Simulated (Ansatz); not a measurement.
## MgScAlO4: do energies and stresses tell the same story?

Method: DFT PBEsol, scalar-relativistic, plane waves, PAW in Ansatz.

Settings: cutoff 420 eV, Γ-centred mesh 12×12×12 on the computed 7-atom cell, Gaussian smearing of 0.02 eV; no spin polarisation.

Relaxed cell: R3m, a = 3.240 Å, b = 3.240 Å, c = 24.827 Å, α = 90.00°, β = 90.00°, γ = 120.00°, 7 atoms in the primitive cell. Whether it is the stable form of this composition wasn't checked.

Energies at zero smearing and pressures from the stress tensor, at volumes with shape and atoms relaxed:
```tsv
V (Å³/atom)	E − E(first) (meV/atom)	P (GPa)
10.100	0.00	12.13
10.423	-17.67	5.60
10.745	-23.15	-0.01
11.067	-18.19	-4.82
11.390	-4.25	-8.94
```

Check P = −dE/dV between neighbouring volumes, and get the bulk modulus from the pressures alone.

With 1 eV/Å³ = 160.2 GPa:
| middle V (Å³/atom) | −ΔE/ΔV (GPa) | mean P (GPa) |
| --- | --- | --- |
| 10.261 | 8.781 | 8.863 |
| 10.584 | 2.725 | 2.796 |
| 10.906 | -2.468 | -2.412 |
| 11.229 | -6.928 | -6.878 |

The two differ by 0.08 GPa at most. The mean of two end pressures misses the average over a step by about ΔV² P″/12, up to 0.08 GPa here; with that taken off 0.01 GPa remains. Around V = 10.745 Å³/atom, the two neighbours give B = −V ΔP/ΔV = 10.745 × 10.42 / 0.645 = 173.6 GPa, against B0 = 172.8 GPa from the Birch–Murnaghan fit of the energies.

Cost: 6 runs of about 9.2 core-minutes in all, on AMD EPYC 9R45 (Zen 5) (shared hosts).